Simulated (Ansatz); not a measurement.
Method: DFT PBE, scalar-relativistic, plane waves, PAW in Ansatz. All cells share a 420 eV cutoff and Γ-centred k meshes spaced at most about 0.3 Å⁻¹ (2π included). No spin polarisation in the final relaxations.

Formation energies are uncorrected and refer to the elements' standard structures at the same level (N₂ as a molecule).

A relaxed structure of Al2BAs3 has 20.34 Å³/atom, −0.134 eV/atom against the elements, a gap of 0.34 eV on its mesh:

```yaml
crystal:
  lattice:
    - [3.83889, 0.00000, 0.00000]
    - [-1.91944, 3.32458, 0.00000]
    - [0.00000, 0.00000, 9.56348]
  atoms:
    - { symbol: Al, position: [0.00000, 0.00000, 0.98846] }
    - { symbol: Al, position: [0.33333, 0.66667, 0.34384] }
    - { symbol: B, position: [0.66667, 0.33333, 0.66016] }
    - { symbol: As, position: [0.00000, 0.00000, 0.72852] }
    - { symbol: As, position: [0.66667, 0.33333, 0.44222] }
    - { symbol: As, position: [0.33333, 0.66667, 0.08680] }
```

Q: N takes the place of As on the same sites, and the cell is relaxed. What changes?

A: Al2BN3 has a = 2.959 Å, c = 7.234 Å: 9.14 Å³/atom, −0.995 eV/atom against the elements, a gap of 3.10 eV on its mesh. The volume per atom changes by -55.1 % and the formation energy by -0.860 eV/atom (from unrounded values). The gap widens by 2.76 eV. Covalent radii: As 1.19 Å, N 0.71 Å; electronegativities 2.18 and 3.04. The cell follows the size of the atom. Around Al on its first site lie 4 N at 1.85–1.89 Å; Al on its second site is surrounded by 4 N at 1.85–1.87 Å; around B lie 1 N at 1.52 Å and 3 N at 1.79 Å; N on its first site has 4 Al at 1.85–1.87 Å; 2 more sites not described.

Space group P3m1 (No. 156). a = 2.959 Å, b = 2.959 Å, c = 7.234 Å, α = 90.00°, β = 90.00°, γ = 120.00°
```json
{"atom": "Al", "site": "1a", "symmetry": "3m.", "x": "0.0000", "y": "0.0000", "z": "0.9896"}
{"atom": "Al", "site": "1c", "symmetry": "3m.", "x": "0.6667", "y": "0.3333", "z": "0.3470"}
{"atom": "B", "site": "1b", "symmetry": "3m.", "x": "0.3333", "y": "0.6667", "z": "0.6542"}
{"atom": "N", "site": "1c", "symmetry": "3m.", "x": "0.6667", "y": "0.3333", "z": "0.0879"}
{"atom": "N", "site": "1b", "symmetry": "3m.", "x": "0.3333", "y": "0.6667", "z": "0.4436"}
{"atom": "N", "site": "1a", "symmetry": "3m.", "x": "0.0000", "y": "0.0000", "z": "0.7278"}
```

The two cells were relaxed from separate starts that ended on the same group and sites; neither need be the stable form of its compound. Kohn–Sham gaps at this level usually fall short of measured ones. The reference form of As is held partly by dispersion forces, which this level lacks. Cells relaxed within their symmetry can be saddle points.
